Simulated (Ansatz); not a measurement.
**Surface calculation: bcc W (110), 5 layers**

The slab is cut from the bcc crystal, the stable phase, as relaxed on PAW files (16.13 Å³/atom), with 16 Å of vacuum and a dipole correction:

```
CELL_PARAMETERS angstrom
2.75702 0.00000 0.00000
-0.91901 2.59934 0.00000
0.00000 0.00000 25.00440
ATOMIC_POSITIONS crystal
W 0.00000 0.00000 0.31994
W 0.50000 0.50000 0.40997
W 0.00000 0.00000 0.50000
W 0.50000 0.50000 0.59003
W 0.00000 0.00000 0.68006
```

Computed with Ansatz 0.2.0; functional PBE, scalar-relativistic. Settings: a Γ-centred 13×13×1 k mesh, Fermi–Dirac smearing of 0.1 eV, no spin polarisation. Methods: LAPW: all electrons, basis error target 1 meV/atom; PAW: frozen-core files, cutoff 420 eV.

The bulk energy comes from a cell in the slab's orientation on a 13×13×7 mesh. The surface energy is (E(slab) − N·E(bulk))/2A at zero smearing, the mean of both faces; thin slabs carry quantum-size effects.

Spin–orbit coupling is left out, which matters for the heavy atoms.

Question: As cut, the LAPW slab lies 3.004 eV above 5 atoms of bulk. What surface energy is that?

Answer: Over two faces of 7.17 Å² it is 209.6 meV/Å², and times 16.02 J/m² per eV/Å² that gives γ = 3.358 J/m².

Question: What do relaxation and the other method give, and what work function comes out?

Answer: 

```tsv
method	γ as cut (J/m²)	γ relaxed (J/m²)	Φ as cut (eV)	Φ relaxed (eV)
LAPW	3.358	3.300	4.89	4.78
PAW	3.361	3.302	4.89	4.78
```

Question: How do the spacings between the planes relax?

Answer: From the bottom face up: d12 -3.5 % of 2.251 Å, d23 +0.3 % of 2.251 Å, d34 +0.3 % of 2.251 Å, d45 -3.5 % of 2.251 Å.

Question: What changes if relativity is switched off, at the same positions?

Answer: LAPW then gives: no gap, work function 4.50 eV.

Question: A 4f core hole is made on one atom of each kind in every 1×1 cell (PAW hole dataset, neutral cell, valence without spin). What does it cost by layer?

Answer: layer 1 32.21 eV, layer 2 32.54 eV, layer 3 32.50 eV. Shifts between layers mean more than the absolute values, and a whole layer of holes screens otherwise than one hole.
